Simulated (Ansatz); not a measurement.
An elastic tensor (GPa, Voigt order, standard axes) from the program Ansatz at the LDA level (PAW):

|  | 1 | 2 | 3 | 4 | 5 | 6 |
|---|---|---|---|---|---|---|
| 1 | 358 | 84.3 | 84.3 | 0.0 | 0.0 | 0.0 |
| 2 | 84.3 | 358 | 84.3 | 0.0 | 0.0 | 0.0 |
| 3 | 84.3 | 84.3 | 358 | 0.0 | 0.0 | 0.0 |
| 4 | 0.0 | 0.0 | 0.0 | 194 | 0.0 | 0.0 |
| 5 | 0.0 | 0.0 | 0.0 | 0.0 | 194 | 0.0 |
| 6 | 0.0 | 0.0 | 0.0 | 0.0 | 0.0 | 194 |

### Question
Which compound is it?
A. BP, zinc blende
B. Pd, fcc (Cu type)
C. Cr, bcc (W type)

### Answer
A, BP, zinc blende

Space group F-43m (zinc blende). Symmetry was held in the LDA relaxation; phonons on a q-mesh show no instability.

Potentials: the later of the program's two PAW sets.
